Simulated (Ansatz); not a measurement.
# Fields on a plane of Cu2O (cuprite type, space group Pn-3m)

```xyz
6
Lattice="4.2224 0.0000 0.0000 0.0000 4.2224 0.0000 0.0000 0.0000 4.2224" Properties=species:S:1:pos:R:3 pbc="T T T"
Cu     3.1668     3.1668     3.1668
Cu     3.1668     1.0556     1.0556
Cu     1.0556     3.1668     1.0556
Cu     1.0556     1.0556     3.1668
O      0.0000     0.0000     0.0000
O      2.1112     2.1112     2.1112
```

The slice is a {100} plane (indices of the conventional cell) through the point (0.000, 0.000, 0.000) (fractional), spanned by u = [100] and v = [010] in vectors of this cell: u (4.22 Å) and v (4.22 Å, at 90° to u). It covers one period; positions are fractions (u, v).

Atoms on it: O at (0.00, 0.00).

Computed with PBEsol (plane waves to 420 eV, PAW, scalar-relativistic; Ansatz, a program for electronic structure). k mesh 8×8×8. Near the nuclei the fields are pseudised (PAW); where an atom keeps semicore shells as valence, they peak there. Cu2O is run without spin polarisation. Cu2O was relaxed with its symmetry unable to fall.

```
|xxx999852100000000000001258999xx|
|xxx999742000000000000000247999xx|
|x9999863100000000000000013689999|
|99998631000000000000000001368999|
|99986410000000000000000000146899|
|88763100000000000000000000013678|
|55431000000000000000000000001345|
|32210000000000000000000000000122|
|11000000000000000000000000000001|
|00000000000000000000000000000000|
|00000000000000000000000000000000|
|00000000000000000000000000000000|
|00000000000000000000000000000000|
|00000000000000000000000000000000|
|00000000000000000000000000000000|
|00000000000000000000000000000000|
|00000000000000000000000000000000|
|00000000000000000000000000000000|
|00000000000000000000000000000000|
|00000000000000000000000000000000|
|00000000000000000000000000000000|
|00000000000000000000000000000000|
|11000000000000000000000000000001|
|32210000000000000000000000000122|
|55431000000000000000000000001345|
|88763100000000000000000000013678|
|99986410000000000000000000146899|
|99998631000000000000000001368999|
|x9999863100000000000000013689999|
|xxx999742000000000000000247999xx|
|xxx999852100000000000001258999xx|
|xxxx9985310000000000000135899xxx|
```
Scale: ten equal steps from 0.11 (start of '0') to 0.81 (end of '9'), in the order '0123456789'. Values: electron localisation function (ELF). The map has 32 points along u (one character each, u = 0 at the left) and 32 along v (v = 0 in the bottom row). Points within 0.4 Å of a nucleus are blanked (x), as the pseudised field means little there.

| v \ u | 0.00 | 0.09 | 0.19 | 0.28 | 0.38 | 0.47 | 0.56 | 0.66 | 0.75 | 0.84 | 0.94 |
|---|---|---|---|---|---|---|---|---|---|---|---|
| 0.88 | 0.091 | 0.038 | 0.006 | 0.011 | 0.015 | 0.017 | 0.017 | 0.014 | 0.009 | 0.009 | 0.062 |
| 0.75 | 0.005 | 0.007 | 0.013 | 0.014 | 0.016 | 0.017 | 0.017 | 0.015 | 0.014 | 0.011 | 0.006 |
| 0.62 | 0.014 | 0.015 | 0.016 | 0.016 | 0.017 | 0.017 | 0.017 | 0.016 | 0.016 | 0.015 | 0.015 |
| 0.50 | 0.017 | 0.017 | 0.018 | 0.018 | 0.017 | 0.017 | 0.017 | 0.017 | 0.018 | 0.017 | 0.017 |
| 0.38 | 0.014 | 0.015 | 0.016 | 0.016 | 0.017 | 0.017 | 0.017 | 0.016 | 0.016 | 0.015 | 0.015 |
| 0.25 | 0.005 | 0.007 | 0.013 | 0.014 | 0.016 | 0.017 | 0.017 | 0.015 | 0.014 | 0.011 | 0.006 |
| 0.12 | 0.091 | 0.038 | 0.006 | 0.011 | 0.015 | 0.017 | 0.017 | 0.014 | 0.009 | 0.009 | 0.062 |
| 0.00 | 0.263 | 0.158 | 0.014 | 0.007 | 0.014 | 0.017 | 0.016 | 0.012 | 0.005 | 0.040 | 0.219 |

Values: density of the lowest conduction band (whole band as if filled, smooth part) in e/Å³.
